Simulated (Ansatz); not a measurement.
Sc$_{3}$Al (Pm-3m): electronic heat capacity and spin susceptibility from the density of states

Level of theory: Ansatz 0.2.0, DFT r2SCAN, scalar-relativistic, plane waves, PAW.

Settings: cutoff 500 eV, Γ-centred mesh 10×10×10 on the computed 4-atom cell, Gaussian smearing of 0.10 eV; no spin polarisation.

Relaxed cell: Pm-3m, a = 4.427 Å, b = 4.427 Å, c = 4.427 Å, α = 90.00°, β = 90.00°, γ = 90.00°, 4 atoms in the primitive cell. Whether it is the stable form of this composition wasn't checked.

The density of states at the Fermi level is 4.705 states/eV in the cell of 4 atoms (1 formula unit; both spins, tetrahedra on a 15×15×15 mesh).

**Question.** What Sommerfeld coefficient and Pauli susceptibility does this give?

**Answer.** Per formula unit N(E_F) = 4.705 states/eV. γ = (π²/3) k_B² N(E_F) N_A = 2.357 mJ/(mol K²) per state/eV, so γ = 11.1 mJ/(mol K²), a mole of formula units. χ_P = μ_B² N(E_F) N_A = 3.23×10⁻⁵ emu/mol per state/eV gives 15.2×10⁻⁵ emu/mol. This is the bare band result: a measured γ of the same phase is as a rule larger by a factor 1 + λ from phonons and spin fluctuations, the spin part of χ is larger by the Stoner factor, and a measured χ also holds orbital and core terms. N(E_F) at one energy is sensitive to the mesh where the density of states has sharp peaks.